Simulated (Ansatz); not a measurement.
Values for one crystal, relaxed and computed with DFT-r²SCAN in the program Ansatz with PAW potentials; other levels are named.

```yaml
volume_per_atom: 15.61 Å³
band_gap: 2.17 eV (indirect)
Formation energy from the elements (no fitted shifts): -218 kJ/mol of atoms
valence_band_maximum: off the standard path, at k = (-0.083, 0.000, -0.479)
conduction_band_minimum: at E (k = 0.500, 0.500, 0.500)
smallest_direct_gap_on_the_standard_path: 2.30 eV
```

Q: Pick the material that matches.
A. KTaO3, cubic perovskite
B. SnO2, rutile
C. Ba4P2O, Cmce (Ba on 8f, Ba on 8e, P on 8f, O on 4a)
D. YSeO3, P2_1/c (Pearson symbol mP40)

A: D, YSeO3, P2_1/c (Pearson symbol mP40)

The first step of the workflow began from a Materials Project structure, measured or hypothetical; the Crystallography Open Database copy checked does not list it. Whether it is the stable phase at ambient conditions was not checked. The cell was relaxed with r²SCAN under the symmetry of its start; whether a distortion lowers the energy is not shown. No spin polarisation was allowed. The references are the lowest solids computed at this level, not always the standard phases (solids in place of the gases). Spin–orbit coupling is left out wherever it is not named.

Potentials: the later of the program's two PAW sets.
